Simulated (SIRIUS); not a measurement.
**How a calculation on TiO2 (C2/c, 6 atoms in the cell; from Materials Project mp-34688) responds to its settings**

```
TiO2
1.0
    2.70603    -2.70666     0.00000
    2.70603     2.70666     0.00000
   -2.63353     0.00000     4.79664
Ti O
2 4
Cartesian
  2.04765   1.98068   1.19916
  0.73089  -1.98068   3.59748
 -0.62048  -0.65626   3.20008
  3.39902   0.65626   1.59656
  2.08225  -0.65626   3.99488
  0.69629   0.65626   0.80176
```

Base run A: LDA (PW92), GBRV LDA ultrasoft pseudopotentials in SIRIUS 7.12.0, self-consistent single point.

Its settings: parameters.ngridk = 6 6 5; parameters.xc_functionals = [XC_LDA_X, XC_LDA_C_PW]; parameters.gk_cutoff = 6.325 1/bohr; parameters.pw_cutoff = 14.143 1/bohr; parameters.smearing = gaussian; parameters.smearing_width = 0.000734986 Ha; potentials = GBRV LDA ultrasoft pseudopotentials; parameters.electronic_structure_method = pseudopotential; parameters.num_bands = 29; parameters.num_mag_dims = 0; parameters.num_dft_iter = 100; parameters.energy_tol = 1e-07 Ha; parameters.density_tol = 1e-06; mixer.type = broyden2; mixer.beta = 0.5; mixer.use_hartree = false.

The structure comes from a collection of computed structures, made at another level of theory; the collection holds predicted forms beside known ones.

ΔF is the free energy per atom less that of run A. 

| run | parameters.num_dft_iter, mixer.max_history | ΔF (meV/atom) | pressure (GPa) | largest force (eV/Å) | iterations |
|---|---|---|---|---|---|
| A | 100, default | 0.00 | -12.43 | 0.333 | 21 |
| B | 200, 2 | 0.00 | -12.43 | 0.333 | 21 |
| C | 200, 4 | 0.00 | -12.43 | 0.333 | 23 |
| D | 200, 8 | 0.00 | -12.43 | 0.333 | 21 |
| E | 200, 16 | 0.00 | -12.43 | 0.333 | 22 |

Runs B, C, D, E ended on the same solution as A (within 1 meV/atom). The fewest iterations to that state were 21 (A, B, D); the most were 23.
